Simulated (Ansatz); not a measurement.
BiPt (P6_3/mmc): electronic heat capacity and spin susceptibility from the density of states

Level of theory: DFT PBEsol, scalar-relativistic, plane waves, PAW (Ansatz).

Plane waves to 420 eV, a k mesh through Γ of 12×12×8 on the computed 4-atom cell and Gaussian smearing (0.10 eV); no spin polarisation.

Relaxed cell: P6_3/mmc, a = 4.362 Å, b = 4.362 Å, c = 5.488 Å, α = 90.00°, β = 90.00°, γ = 120.00°, 4 atoms in the primitive cell. Whether it is the stable form of this composition wasn't checked.

The density of states at the Fermi level is 1.930 states/eV in the cell of 4 atoms (2 formula units; both spins, tetrahedra on a 18×18×12 mesh).

**Question.** What Sommerfeld coefficient and Pauli susceptibility does this give?

**Answer.** Per formula unit N(E_F) = 0.965 states/eV. γ = (π²/3) k_B² N(E_F) N_A = 2.357 mJ/(mol K²) per state/eV, so γ = 2.3 mJ/(mol K²), a mole of formula units. χ_P = μ_B² N(E_F) N_A = 3.23×10⁻⁵ emu/mol per state/eV gives 3.1×10⁻⁵ emu/mol. This is the bare band result: a measured γ of the same phase is as a rule larger by a factor 1 + λ from phonons and spin fluctuations, the spin part of χ is larger by the Stoner factor, and a measured χ also holds orbital and core terms. N(E_F) at one energy is sensitive to the mesh where the density of states has sharp peaks.

Spin-orbit coupling is left out, which matters for the bands of heavy elements.

Cost: 1 run of about 1.8 core-minutes, on Arm Neoverse V1 (shared hosts).